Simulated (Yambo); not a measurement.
G0W0@PBE for AlP (zinc blende, space group F-43m, No. 216) in Yambo. Reference settings: 4×4×4 Γ-centred k mesh, 148 bands and a 14 Ry block in the screening, 148 bands in G with the Bruneval-Gonze terminator, plasmon pole fitted at 27.2 eV. The PBE gap Γ → X on this mesh is 1.59 eV; G0W0 gaps are taken between the same points.

With and without the terminator, as bands are cut:

```tsv
bands in G (in W)	gap, terminator (eV)	gap, none (eV)	valence shift, terminator (eV)	valence shift, none (eV)
47 (148)	2.441	2.316	-0.878	-0.617
90 (148)	2.440	2.392	-0.881	-0.786
148 (148)	2.440	2.423	-0.882	-0.849
```

Over this range the gap spans 0.001 eV with the terminator and 0.107 eV without, the valence shift 0.004 eV and 0.232 eV. Neither column has reached its limit for certain.

Geometry of the Materials Project entry, not relaxed at this level; primitive cell a = b = c = 3.870 Å, α = β = γ = 60.00°.

A shift is the quasiparticle energy of the state minus its PBE energy.
